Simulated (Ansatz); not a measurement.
**47Ti NMR of the central transition in Ti3PbO7 at a changed volume**

Cell: a computed structure from the Materials Project (it need not be an observed phase), relaxed with PBE at fixed cell and then changed (volume scaled by 1.01).

```cif
data_Ti3PbO7
_symmetry_space_group_name_H-M 'P2_1/m'
_symmetry_Int_Tables_number 11
_cell_length_a 6.6315
_cell_length_b 3.8279
_cell_length_c 10.7970
_cell_angle_alpha 90.000
_cell_angle_beta 98.144
_cell_angle_gamma 90.000
loop_
_atom_site_label
_atom_site_type_symbol
_atom_site_symmetry_multiplicity
_atom_site_Wyckoff_symbol
_atom_site_fract_x
_atom_site_fract_y
_atom_site_fract_z
Ti1 Ti 2 e 0.5521 0.7500 0.8990
Ti3 Ti 2 e 0.6939 0.7500 0.5652
Ti5 Ti 2 e 0.2542 0.7500 0.6558
Pb Pb 2 e 0.0060 0.7500 0.1520
O9 O 2 e 0.4742 0.7500 0.0740
O11 O 2 e 0.7454 0.7500 0.3824
O13 O 2 e 0.3552 0.7500 0.4781
O15 O 2 e 0.8328 0.7500 0.9433
O17 O 2 e 0.9549 0.7500 0.6299
O19 O 2 e 0.5664 0.7500 0.7145
O21 O 2 e 0.2495 0.7500 0.8244
```

One atom of each set is listed.

The numbers come from a DFT calculation in Ansatz (PBE, plane waves and PAW (field gradients read without the response of the frozen cores, which leaves them typically 4 to 6 % off), scalar-relativistic, 420 eV cutoff, Γ-centred 4×6×2 k-points, Fermi–Dirac smearing 0.02 eV).

47Ti has I = 5/2 and Q = 302.0 mb (Pyykkö 2018); at 23.5 T its Larmor frequency is ν₀ = 56.5 MHz. Only the quadrupole interaction is simulated: positions count from each site's isotropic chemical shift, and shift anisotropy, dipolar and J coupling are left out.

Simulated pattern of one Ti site (static powder, Gaussian broadening 20 kHz):

```tsv
offset (kHz)	height
-278.4	0
-264.5	6
-250.6	27
-236.6	41
-222.7	43
-208.7	45
-194.8	47
-180.9	50
-166.9	52
-153.0	55
-139.1	59
-125.1	64
-111.2	72
-97.3	85
-83.3	100
-69.4	92
-55.5	80
-41.5	74
-27.6	72
-13.7	71
0.3	70
14.2	64
28.2	64
42.1	78
56.0	99
70.0	80
83.9	51
97.8	43
111.8	39
125.7	25
139.6	5
153.6	0
```

Q: Which |C_Q| and η does the pattern imply?

A: The pattern spans 384 kHz before broadening and its centre of gravity is at -54.9 kHz, which fixes P_Q; the places of the horns and steps fix η. That gives P_Q = 22.7 MHz, |C_Q| = 21.8 MHz and η = 0.52, the values that the calculation gives site Ti5 (6 O at 1.82–2.12 Å). The other sites have |C_Q| = 26.3, 12.4 MHz. The sign of C_Q can't be read from the pattern.

Hardware: 1 thread of Intel Xeon 6975P-C (Granite Rapids) (x86_64; 16 cores open to the job, memory cap 3.0 GiB, no GPU), a shared host with a load of 0.3 a core. Wall time 37 s, CPU time 38 s, peak memory 0.91 GiB.
